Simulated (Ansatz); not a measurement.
MgSnSe$_{2}$:
```
CELL_PARAMETERS angstrom
      4.01187     0.00000     0.00000
     -2.00594     3.47438     0.00000
      0.00000     0.00000     6.91639
ATOMIC_POSITIONS crystal
  Se 0.66667 0.33333 0.71931
  Sn 0.00000 0.00000 0.00000
  Se 0.33333 0.66667 0.28069
  Mg 0.00000 0.00000 0.50000
```

Relaxed with r²SCAN+D4. Special points in fractions of this cell's reciprocal vectors: Γ (0.000, 0.000, 0.000); M (0.500, 0.000, 0.000); K (0.333, 0.333, 0.000); A (0.000, 0.000, 0.500); L (0.500, 0.000, 0.500); H (0.333, 0.333, 0.500).

### Question
List the band energies nearest the valence-band maximum at these points for plane-wave PAW r²SCAN+D4 (Ansatz code).

### Answer
In eV from the valence-band maximum; about four levels below and three above (degenerate sets whole), none deeper than 8.9 eV; points with the same levels are listed once.

```
k                          below           above
-  -----------------------------  --------------
Γ        -2.16 -2.16 -2.03 -2.03  1.45 3.06 3.06
M        -4.44 -3.57 -2.21 -1.25  1.04 2.20 2.31
K  -4.40 -4.40 -4.04 -4.04 -3.06  2.66 2.66 3.87
A   -2.30 -2.30 -1.84 -1.84 0.00  0.77 2.72 2.72
L        -3.25 -3.04 -2.97 -2.47  0.42 2.33 3.07
H  -5.24 -5.24 -2.53 -2.53 -1.43  0.98 0.98 1.92
```

Space group P-3m1. The cell is a constructed one: a structure type filled with these elements; neither database checked (COD, Materials Project) lists it. Its standing as an ambient phase is unchecked. Symmetry was held in the r²SCAN+D4 relaxation; its stability against distortions is not shown here. Scalar-relativistic: spin–orbit coupling is off unless named, which matters more the heavier the elements.

Potentials: the later of the program's two PAW sets.
